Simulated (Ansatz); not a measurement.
# YIn (P4/mmm), stationary points along a deformation path

Theory: DFT PBEsol, scalar-relativistic, plane waves, PAW (Ansatz 0.2.0). Settings: plane waves to 420 eV, k-mesh 16×16×12 (Γ-centred), Gaussian smearing 0.15 eV. No spin polarisation. Energies are free energies at this smearing, counted from the undisturbed cell; pressure is positive in compression.

The undisturbed cell (as given, not relaxed at this level; it stands at -2.1 GPa, and it needn't be the usual structure):

```
Y In
1.0
     3.54244    0.00000    0.00000
     0.00000    3.54244    0.00000
     0.00000    0.00000    4.19496
Y In
1 1
Direct
  0.00000 0.00000 0.00000
  0.50000 0.50000 0.50000
```

At fixed volume and fractional coordinates, lengths along (0.000, 0.000, 1.000) are scaled against those across it; ρ is that ratio over its starting value. V = 26.321 Å³/atom. Δσ is the stress along the axis less the mean stress across it (compression positive).

| ρ | ΔE (meV/atom) | Δσ (GPa) | space group |
| --- | --- | --- | --- |
| 0.850 | 2.3 | -0.01 | P4/mmm |
| 0.920 | 3.7 | 0.14 | P4/mmm |
| 0.960 | 1.9 | 0.51 | P4/mmm |
| 1.000 | 0.0 | 0.27 | P4/mmm |
| 1.100 | 6.4 | -1.82 | P4/mmm |
| 1.200 | 38.3 | -4.80 | P4/mmm |

Task: How does the stress give the slope of the energy, and where is the energy stationary?

Result: Along the path d ln(length) is 2/3 d ln ρ on the axis and −1/3 d ln ρ across it, so dE/d ln ρ = −(2/3) V Δσ: the energy falls with ρ where Δσ is positive. Δσ vanishes or changes sign at ρ = 0.850 (P4/mmm, an end of the scan), at 2.3 meV/atom; between ρ = 0.850 and 0.920, at least one maximum (the energy rises over this step, yet the slope at ρ = 0.920 points the other way); between ρ = 1.000 and 1.100, a minimum (near 1.01 by linear interpolation). Pairs of stationary points between two samples would go unseen, and could change a minimum read from distant neighbours into a maximum.

Task: Integrate that slope from ρ = 1 to 1.200 by the trapezoid rule.

Result: With V/N in Å³ and 1 eV/Å³ = 160.2 GPa the slopes at ρ = 1.000, 1.100, 1.200 are -29, 199, 526 meV/atom per unit of ln ρ. The steps add 8.1 + 31.6 = 39.7 meV/atom, against 38.3 from the energies; the trapezoid rule misses the curvature of the slope within each step.

In a metal these slopes depend on the k mesh and the smearing.